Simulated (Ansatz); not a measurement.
**ScHg: all-electron results**

```
Sc Hg
1.0
     3.48000    0.00000    0.00000
     0.00000    3.48000    0.00000
     0.00000    0.00000    3.48000
Sc Hg
1 1
Direct
  0.50000 0.50000 0.50000
  0.00000 0.00000 0.00000
```

Atom numbers follow the list: Sc1, Hg2.

The cell is COD entry 1522352, as deposited and not checked against the literature; nothing was relaxed.

Spin polarisation is left out, and whether a magnetic state lies lower isn't shown here.

No spin–orbit coupling, which matters for the heavy atoms here.

Methods: DFT, PBEsol, all-electron LAPW, scalar-relativistic (Ansatz 0.2.0); DFT, PBEsol, PAW with Ansatz's default frozen-core files, scalar-relativistic (Ansatz 0.2.0).

For LAPW: a Γ-centred 12×12×12 k mesh, Fermi–Dirac smearing of 0.08 eV, basis error target 0.5 meV/atom, no spin polarisation. PAW takes a cutoff of 420 eV at this cell (files made with PBE, cores remade for this functional). The Ansatz runs share mesh, smearing and spin set-up. Values come from LAPW unless marked.

```yaml
Pressure_at_this_cell: -0.92 GPa
Band_gap: "none: with an odd electron count and no spin polarisation the bands can't all be full, a metal in this set-up (spin order or a larger cell could open a gap)"
Density_of_states_at_the_Fermi_level_0.2_eV_bin: 2.00 states/eV per cell
Löwdin_charges_with_0.68_e_of_the_cell_spilling_out_of_the_atomic_basis_so_their_sizes_and_signs_hang_on_that_basis: Sc1 -0.12, Hg2 0.80 e
Bader_charges_from_the_PAW_run: Sc1 +1.43, Hg2 -1.43 e
Volume_per_atom: 21.07 Å³
```
